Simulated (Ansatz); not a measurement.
ZnWO$_{4}$:
```xyz
12
Lattice="4.6744 0.0000 0.0000 0.0000 5.7248 0.0000 -0.0484 0.0000 4.9125" Properties=species:S:1:pos:R:3 pbc="T T T"
Zn     2.3009     3.8903     3.6843
Zn     2.3251     1.8346     1.2281
W     -0.0363     1.0476     3.6843
W     -0.0121     4.6773     1.2281
O      3.6581     0.6067     0.3121
O      0.9680     5.1181     4.6004
O      0.9922     0.6067     2.1441
O      3.6339     5.1181     2.7683
O      3.4479     2.1526     2.9324
O      1.1781     3.5723     1.9800
O      1.1540     2.1526     4.4362
O      3.4721     3.5723     0.4762
```

DFT-r²SCAN in the program Ansatz with PAW potentials gives a gap of 3.29 eV without spin–orbit coupling, maximum off the standard path, at k = (0.005, 0.172, 0.281) in fractions of the reciprocal vectors, minimum at Z.

### Question
What happens when spin–orbit coupling is switched on?

### Answer
The gap shrinks by 0.01 eV, to 3.28 eV; maximum off the standard path, at k = (0.005, 0.177, 0.281) in fractions of the reciprocal vectors, minimum at Z.

### Question
Give the electron effective mass with spin–orbit coupling.

### Answer
1.0, 1.3, 2.4 mₑ (principal values).

### Question
Give the hole effective mass with spin–orbit coupling.

### Answer
1.2, 1.7, 2.3 mₑ (principal values).

Space group P2/c. The workflow started from a Materials Project entry (that database holds measured and hypothetical structures alike); the Crystallography Open Database files this formula in space group No. 13, but the cells were not matched. Its standing as an ambient phase is unchecked. The cell was relaxed with r²SCAN under the symmetry of its start; its stability against distortions is not shown here. No spin polarisation was allowed. No Hubbard U is applied.

Potentials: the later of the program's two PAW sets.
